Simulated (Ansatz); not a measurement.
An element in the fcc structure gives these cold pressures by all-electron LAPW under PBEsol (Ansatz 0.2.0, scalar-relativistic, no spin polarisation).

| V (Å³/atom) | P (GPa) |
| --- | --- |
| 17.02 | -0.03 |
| 15.32 | 25.0 |
| 13.62 | 73.5 |
| 11.91 | 168.6 |
| 10.21 | 363.1 |
| 8.51 | 785.7 |
| 6.81 | 1798 |

**Question.** Which element is it?

**Answer.** Au. Its zero-pressure volume in this structure is near 17.0 Å³/atom; the volume and the steepness of P(V) together point to it, though neighbours can come close. Other candidates weren't computed, and some may come near.
